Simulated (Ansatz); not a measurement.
Question: Name crystals whose computed values (PBEsol (plane waves, PAW; program Ansatz)) fall in these windows: G_Hill (GPa) 47 to 64; Θ_D (K) 310 to 430.

Answer: 

| crystal | G_Hill (GPa) | Θ_D (K) |
|---|---|---|
| Cu, dhcp (α-La type) | 57.3 | 369 |
| GaNi, CsCl type | 47.7 | 339 |
| Cu, hcp (Mg type) | 57.7 | 371 |
| CdO, rock salt | 48.5 | 346 |
| GaMo2N, P6_3/mmc (Ga on 2d, Mo on 4f, N on 2a) | 49.6 | 338 |
Others may fit too.

Built on a structure type that need not be the filed one of that space group: GaNi, CsCl type. Typed or built starts, not in the databases checked: GaMo2N, P6_3/mmc (Ga on 2d, Mo on 4f, N on 2a). Not the usual ambient phase: Cu, dhcp (α-La type); Cu, hcp (Mg type). Standing as an ambient phase not checked: GaNi, CsCl type. Began spin-polarised and lost the moments: GaNi, CsCl type; GaMo2N, P6_3/mmc (Ga on 2d, Mo on 4f, N on 2a). All cells were relaxed under the symmetry of their starts (and spin orders); stability against distortions was not tested throughout. Named crystals with no word on spin ran without spin polarisation. Scalar-relativistic: spin–orbit coupling is off unless named, which matters more the heavier the elements.

Potentials: the earlier of the program's two PAW sets. The files were generated under PBE; for other functionals the program regenerates the frozen cores, and for LDA and PBEsol the local potential too.
